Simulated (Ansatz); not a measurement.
A HfTi9 cell: a random packing after short dynamics, relaxed.

```xyz
20
Lattice="6.8471 -0.0556 0.1719 -0.0670 7.1319 -0.1245 0.1685 -0.1381 7.3303" Properties=species:S:1:pos:R:3 pbc="T T T"
Ti    3.1083    1.9295    4.5535
Ti    6.0398    4.7400    5.3314
Ti    0.7790    5.3882    0.0108
Ti    4.9196    2.5893    6.7385
Ti    6.3643    6.0004    2.7071
Ti    6.3498    0.2979    7.1329
Ti    4.2842    6.6618    4.3884
Ti    2.5963    5.9120    2.2066
Ti    2.6287    3.3829    0.9901
Ti    6.4403    3.2183    1.6305
Ti    0.9902    2.5689    6.2164
Ti    4.6925    5.3193    0.5847
Ti    1.2115    6.7589    4.7325
Ti    4.3542    3.9529    3.1709
Ti    3.0416    4.5521    5.7285
Ti    4.5248    1.0931    2.0532
Ti    1.2799    3.8949    3.6204
Ti    6.1049    1.7096    4.3207
Hf    3.0723    0.2630    7.0598
Hf    1.3425    1.2028    2.2545
```

Theory: Ansatz 0.2.0, DFT PBE, scalar-relativistic, plane waves, PAW.

Plane waves to 420 eV, a k mesh through Γ of 3×4×4 on the computed 20-atom cell and Gaussian smearing (0.10 eV); no spin polarisation.

**Question.** Describe its local order.

**Answer.** Counting as bonded all pairs within 1.3 times the summed covalent radii:

| atom → neighbour | mean count | mean length (Å) | spread (Å) |
| --- | --- | --- | --- |
| Hf → Hf | 1.00 | 3.08 | 0.00 |
| Hf → Ti | 15.50 | 3.30 | 0.48 |
| Ti → Hf | 1.72 | 3.30 | 0.48 |
| Ti → Ti | 13.67 | 3.15 | 0.43 |

Angles between all pairs of such bonds at an atom (mean ± spread): 95 ± 36° at Hf, 95 ± 36° at Ti.

**Question.** Does it have a gap?

**Answer.** It has no gap on the mesh. Levels at Γ next to the Fermi level (eV from it): -0.42, -0.29, -0.27, -0.19, -0.12, -0.07, 0.10, 0.16, 0.23, 0.29, 0.32, 0.35.

The final mesh leaves forces up to 0.28 eV/Å and stresses up to 0.7 GPa: the relaxation ran on a coarser mesh, so the cell's shape, its bonds and its energy belong partly to that mesh.

The relaxation stopped before its thresholds.

The k mesh is coarse. Spin-orbit coupling is left out, which matters for the bands of heavy elements.

Cost: 2 runs of about 23 core-minutes in all (earlier runs that led there not counted), on Intel Xeon Platinum 8175M (Skylake/Cascade Lake) (shared hosts).